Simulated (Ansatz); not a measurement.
TiSi₂:
```cif
data_Si8Ti4
_chemical_formula_sum 'Si8 Ti4'
_space_group_name_H-M_alt 'Cmcm'
_space_group_IT_number 63
_space_group_name_Hall '-C 2c 2'
_cell_length_a 3.54649
_cell_length_b 13.56344
_cell_length_c 3.57941
_cell_angle_alpha 90.000
_cell_angle_beta 90.000
_cell_angle_gamma 90.000
loop_
_atom_site_label
_atom_site_type_symbol
_atom_site_symmetry_multiplicity
_atom_site_Wyckoff_symbol
_atom_site_fract_x
_atom_site_fract_y
_atom_site_fract_z
_atom_site_occupancy
Si1 Si 4 c 0.00000 0.05922 0.75000 1
Si2 Si 4 c 0.00000 0.25032 0.25000 1
Ti1 Ti 4 c 0.00000 0.60314 0.25000 1
```
(The calculation used a cell of 6 atoms; values per cell refer to that cell.)

Relaxed at zero pressure with plane-wave PAW PBE (Ansatz code).

Problem. The volume is raised by 9 % and shape and atoms relax at that volume. What pressure results, and how do the axes share the change?

Solution. -9.0 GPa; a 2.4 %, b 4.5 %, c 1.9 %; the energy rises by 39 meV/atom.

Problem. Give the new structure.

Solution. 
Space group Cmcm (No. 63); a = 3.630 Å, b = 14.167 Å, c = 3.649 Å, α = β = γ = 90.00°

| atom | site | symmetry | x | y | z |
|---|---|---|---|---|---|
| Si | 4c | m2m | 0.0000 | 0.0571 | 0.7500 |
| Si | 4c | m2m | 0.0000 | 0.2501 | 0.2500 |
| Ti | 4c | m2m | 0.0000 | 0.6052 | 0.2500 |

The phase is kept; no other phase was compared at this pressure.

Symmetry was held in the PBE relaxation. No spin polarisation was allowed.

Potentials: the later of the program's two PAW sets.
